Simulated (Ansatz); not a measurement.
K₂CoI₄:
```xyz
14
Lattice="7.8199 0.0000 0.0000 0.0000 8.1211 0.0000 -3.0133 0.0000 9.1716" Properties=species:S:1:pos:R:3 pbc="T T T"
K      0.0536     6.0908     5.0643
K      4.7530     2.0303     4.1073
K      1.8479     6.0908     0.6279
K      2.9587     2.0303     8.5438
Co     3.9928     6.0908     6.4256
Co     0.8138     2.0303     2.7460
I      3.4097     6.0908     3.9006
I      1.3969     2.0303     5.2710
I     -0.7079     8.1207     2.2072
I      5.5145     0.0004     6.9644
I      5.5145     4.0602     6.9644
I     -0.7079     4.0609     2.2072
I      1.9416     6.0908     8.0134
I      2.8650     2.0303     1.1582
```
The run is spin-polarised; directions of the spins, atom by atom: 0 0 0 0 ↑ ↑ 0 0 0 0 0 0 0 0.

Relaxed with r²SCAN.

Which orbitals make up the states near the band edges in r²SCAN in the plane-wave PAW code Ansatz?

Top 1 eV of the valence band: I 5p 76 %, Co 3d 22 %. Bottom 1 eV of the conduction band: Co 3d 78 %, I 5p 17 %. Projections are on Löwdin-orthogonalised atomic valence shells; empty p or d shells of many metals are not among them.

Tabulate the density of states.

States/eV per cell of 14 atoms, in 0.25 eV bins, energy from the valence-band maximum.

```tsv
E (eV)	total	I 5p	Co 3d	K 4s
-7.86	0.00	0.00	0.00	0.00
-7.61	0.00	0.00	0.00	0.00
-7.36	0.00	0.00	0.00	0.00
-7.11	0.00	0.00	0.00	0.00
-6.86	0.00	0.00	0.00	0.00
-6.61	0.00	0.00	0.00	0.00
-6.36	0.00	0.00	0.00	0.00
-6.11	0.00	0.00	0.00	0.00
-5.86	0.00	0.00	0.00	0.00
-5.61	0.00	0.00	0.00	0.00
-5.36	0.00	0.00	0.00	0.00
-5.11	0.00	0.00	0.00	0.00
-4.86	0.00	0.00	0.00	0.00
-4.61	0.00	0.00	0.00	0.00
-4.36	0.00	0.00	0.00	0.00
-4.11	0.00	0.00	0.00	0.00
-3.86	6.43	2.63	3.11	0.07
-3.61	25.76	8.15	15.58	0.10
-3.36	7.81	5.32	0.52	0.05
-3.11	0.00	0.00	0.00	0.00
-2.86	3.86	1.81	1.89	0.10
-2.61	16.94	8.81	7.51	0.39
-2.36	20.12	17.03	1.96	0.68
-2.11	23.45	19.58	2.94	0.44
-1.86	19.78	16.17	2.90	0.31
-1.61	9.20	7.31	1.60	0.15
-1.36	19.21	15.60	3.20	0.17
-1.11	24.46	21.29	2.66	0.22
-0.86	34.53	31.15	2.91	0.13
-0.61	11.10	9.56	1.38	0.04
-0.36	8.89	7.17	1.59	0.03
-0.11	16.46	6.39	9.83	0.11
0.14	0.00	0.00	0.00	0.00
0.39	0.00	0.00	0.00	0.00
0.64	0.00	0.00	0.00	0.00
0.89	0.00	0.00	0.00	0.00
1.14	0.00	0.00	0.00	0.00
1.39	0.00	0.00	0.00	0.00
1.64	0.00	0.00	0.00	0.00
1.89	18.43	2.93	14.52	0.06
2.14	5.57	1.08	4.24	0.01
2.39	0.00	0.00	0.00	0.00
2.64	0.00	0.00	0.00	0.00
2.89	0.00	0.00	0.00	0.00
3.14	0.00	0.00	0.00	0.00
3.39	0.00	0.00	0.00	0.00
3.64	0.00	0.00	0.00	0.00
3.89	0.01	0.00	0.00	0.00
4.14	0.20	0.01	0.00	0.11
4.39	0.75	0.07	0.00	0.36
4.64	1.83	0.22	0.00	0.71
4.89	4.53	0.57	0.00	1.52
5.14	7.20	0.78	0.01	2.12
5.39	10.71	0.75	0.03	2.79
5.64	15.40	0.85	0.08	3.19
5.89	16.02	0.75	0.09	2.79
6.14	15.10	0.53	0.08	1.59
6.39	13.75	0.35	0.06	1.09
6.64	16.06	0.38	0.07	1.32
```

Space group P2_1/m. The first step of the workflow began from a Materials Project structure, measured or hypothetical; the Crystallography Open Database copy checked does not list it. Whether it is the stable phase at ambient conditions was not checked. The r²SCAN relaxation kept the symmetry of its start; whether a distortion lowers the energy is not shown. The final state is ferromagnetic, chosen from 2 collinear starts compared on coarse meshes (ties went to the first, and starts can fall back to one state), not a proven ground state. Other orbital occupations within this spin state were not tried. No Hubbard U is applied. Spin–orbit coupling is left out wherever it is not named.

Potentials: the later of the program's two PAW sets.
